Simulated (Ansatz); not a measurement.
Rb:
```
CELL_PARAMETERS angstrom
      4.98288     0.00000     0.00000
     -2.49144     4.31530     0.00000
      0.00000     0.00000    16.10195
ATOMIC_POSITIONS crystal
  Rb 0.00000 0.00000 0.00000
  Rb 0.00000 0.00000 0.50000
  Rb 0.33333 0.66667 0.75000
  Rb 0.66667 0.33333 0.25000
```

Relaxed with PBEsol. Special points in fractions of this cell's reciprocal vectors: Γ (0.000, 0.000, 0.000); M (0.500, 0.000, 0.000); K (0.333, 0.333, 0.000); A (0.000, 0.000, 0.500); L (0.500, 0.000, 0.500); H (0.333, 0.333, 0.500).

Q: List the band energies nearest the Fermi level at these points for plane-wave PAW PBEsol (Ansatz code).

A: In eV from the Fermi level; about four levels below and three above (degenerate sets whole), none deeper than 8.9 eV; points with the same levels are listed once.

```csv
k,below,above
Γ,-2.03 -1.32 -1.32,0.17 0.74 2.38
M,–,0.07 0.23 0.41
K,–,0.76 0.76 0.76
A,-1.84 -1.84 -0.54 -0.54,1.47 1.47 3.25 3.25
L,–,0.16 0.16 0.39 0.39
H,–,0.86 0.86 0.88 0.88
```

Space group P6_3/mmc (dhcp (α-La type)). The workflow started from a Materials Project entry (that database holds measured and hypothetical structures alike); the Crystallography Open Database copy checked does not list it. It is not the phase usual at ambient conditions (space group No. 229). Symmetry was held in the PBEsol relaxation; its stability against distortions is not shown here. Spin–orbit coupling is left out wherever it is not named.

Potentials: the earlier of the program's two PAW sets. The files were generated under PBE; for other functionals the program regenerates the frozen cores, and for LDA and PBEsol the local potential too.
